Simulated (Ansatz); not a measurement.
**Question.** Each is relaxed and computed with LDA (plane waves, PAW; program Ansatz). Which is the only metal?
A. Ti4P3, I-43d (P on 12a, Ti on 16c)
B. GaP, zinc blende
C. CsTiAlO4, Imm2 (Pearson symbol oI28)
D. BaTiO3, cubic perovskite

**Answer.** A, Ti4P3, I-43d (P on 12a, Ti on 16c). Ti4P3: metal; CsTiAlO4: gap 4.06 eV (indirect); BaTiO3: gap 1.83 eV (indirect); GaP: gap 1.38 eV (indirect). Not the usual ambient phase: BaTiO3, cubic perovskite. Standing as an ambient phase not checked: Ti4P3, I-43d (P on 12a, Ti on 16c); CsTiAlO4, Imm2 (Pearson symbol oI28). Unstable at this level: BaTiO3, cubic perovskite. All cells were relaxed under the symmetry of their starts (and spin orders); stability against distortions was not tested throughout. Rows with no word on spin ran without spin polarisation. Spin–orbit coupling is left out wherever it is not named.

Potentials: the later of the program's two PAW sets.
